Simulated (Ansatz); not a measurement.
MnB:
```cif
data_B4Mn4
_chemical_formula_sum 'Mn4 B4'
_space_group_name_H-M_alt 'P 1'
_space_group_IT_number 1
_cell_length_a 5.36010
_cell_length_b 2.96151
_cell_length_c 4.06818
_cell_angle_alpha 90.000
_cell_angle_beta 90.000
_cell_angle_gamma 90.000
loop_
_space_group_symop_operation_xyz
  'x, y, z'
loop_
_atom_site_label
_atom_site_type_symbol
_atom_site_fract_x
_atom_site_fract_y
_atom_site_fract_z
_atom_site_occupancy
Mn1 Mn 0.17587 0.25000 0.87651 1
Mn2 Mn 0.82413 0.75000 0.12349 1
Mn3 Mn 0.32413 0.75000 0.37651 1
Mn4 Mn 0.67587 0.25000 0.62349 1
B1 B 0.03421 0.25000 0.38315 1
B2 B 0.96579 0.75000 0.61685 1
B3 B 0.46579 0.75000 0.88315 1
B4 B 0.53421 0.25000 0.11685 1
```
The run is spin-polarised; directions of the spins, atom by atom: ↑ ↑ ↑ ↑ 0 0 0 0.

Relaxed with PBEsol.

### Question
Which orbitals make up the states near the Fermi level in DFT-PBEsol in the program Ansatz with PAW potentials?

### Answer
Within 0.5 eV of the Fermi level: Mn 3d 91 %, B 2p 7 %. Projections are on Löwdin-orthogonalised atomic valence shells; empty p or d shells of many metals are not among them.

### Question
Tabulate the density of states.

### Answer
States/eV per cell of 8 atoms, in 0.25 eV bins, energy from the Fermi level.

| E (eV) | total | Mn 3d | B 2p | B 2s |
|---|---|---|---|---|
| -7.85 | 1.59 | 0.34 | 0.78 | 0.30 |
| -7.60 | 2.05 | 0.48 | 1.02 | 0.35 |
| -7.35 | 2.38 | 0.61 | 1.14 | 0.40 |
| -7.10 | 2.32 | 0.70 | 1.00 | 0.41 |
| -6.85 | 1.76 | 0.58 | 0.71 | 0.33 |
| -6.60 | 1.43 | 0.44 | 0.64 | 0.25 |
| -6.35 | 1.96 | 0.56 | 0.96 | 0.28 |
| -6.10 | 2.35 | 0.71 | 1.22 | 0.25 |
| -5.85 | 2.87 | 0.97 | 1.44 | 0.26 |
| -5.60 | 2.86 | 1.00 | 1.45 | 0.23 |
| -5.35 | 3.33 | 1.29 | 1.63 | 0.23 |
| -5.10 | 3.43 | 1.47 | 1.62 | 0.18 |
| -4.85 | 3.60 | 1.62 | 1.67 | 0.16 |
| -4.60 | 4.02 | 1.89 | 1.83 | 0.14 |
| -4.35 | 3.80 | 1.81 | 1.73 | 0.11 |
| -4.10 | 6.58 | 3.56 | 2.66 | 0.14 |
| -3.85 | 6.38 | 3.70 | 2.37 | 0.12 |
| -3.60 | 6.20 | 3.75 | 2.07 | 0.15 |
| -3.35 | 6.92 | 4.45 | 2.07 | 0.14 |
| -3.10 | 7.58 | 5.40 | 1.76 | 0.13 |
| -2.85 | 6.45 | 4.62 | 1.49 | 0.12 |
| -2.60 | 5.53 | 4.25 | 1.02 | 0.07 |
| -2.35 | 4.33 | 3.67 | 0.48 | 0.04 |
| -2.10 | 4.93 | 4.22 | 0.45 | 0.05 |
| -1.85 | 3.82 | 3.40 | 0.28 | 0.03 |
| -1.60 | 3.90 | 3.54 | 0.25 | 0.02 |
| -1.35 | 4.92 | 4.52 | 0.30 | 0.02 |
| -1.10 | 5.80 | 5.37 | 0.32 | 0.02 |
| -0.85 | 7.86 | 7.34 | 0.40 | 0.03 |
| -0.60 | 7.62 | 7.19 | 0.31 | 0.04 |
| -0.35 | 5.63 | 5.19 | 0.33 | 0.04 |
| -0.10 | 5.63 | 5.05 | 0.46 | 0.05 |
| 0.15 | 3.83 | 3.42 | 0.32 | 0.03 |
| 0.40 | 3.22 | 2.88 | 0.25 | 0.04 |
| 0.65 | 3.72 | 3.31 | 0.31 | 0.04 |
| 0.90 | 4.90 | 4.33 | 0.45 | 0.06 |
| 1.15 | 7.69 | 6.68 | 0.82 | 0.08 |
| 1.40 | 8.11 | 7.09 | 0.84 | 0.07 |
| 1.65 | 7.71 | 6.78 | 0.76 | 0.07 |
| 1.90 | 2.67 | 1.98 | 0.57 | 0.07 |
| 2.15 | 2.13 | 1.41 | 0.58 | 0.08 |
| 2.40 | 2.99 | 1.93 | 0.87 | 0.11 |
| 2.65 | 4.80 | 3.33 | 1.23 | 0.15 |
| 2.90 | 3.04 | 1.89 | 0.95 | 0.12 |
| 3.15 | 2.18 | 1.33 | 0.71 | 0.08 |
| 3.40 | 2.03 | 1.19 | 0.69 | 0.08 |
| 3.65 | 2.57 | 1.37 | 0.92 | 0.18 |
| 3.90 | 3.11 | 1.47 | 1.19 | 0.30 |
| 4.15 | 3.31 | 1.38 | 1.21 | 0.53 |
| 4.40 | 1.90 | 0.69 | 0.81 | 0.27 |
| 4.65 | 1.67 | 0.60 | 0.75 | 0.22 |

Space group Pnma. The first step of the workflow began from a Materials Project structure, measured or hypothetical; the Crystallography Open Database files this formula in space group No. 62, but the cells were not matched. Its standing as an ambient phase is unchecked. The cell was relaxed with PBEsol under the symmetry of its start; its stability against distortions is not shown here. The final state is ferromagnetic, chosen from 5 collinear starts compared on coarse meshes (ties went to the first, and starts can fall back to one state), not a proven ground state.

Potentials: the later of the program's two PAW sets.
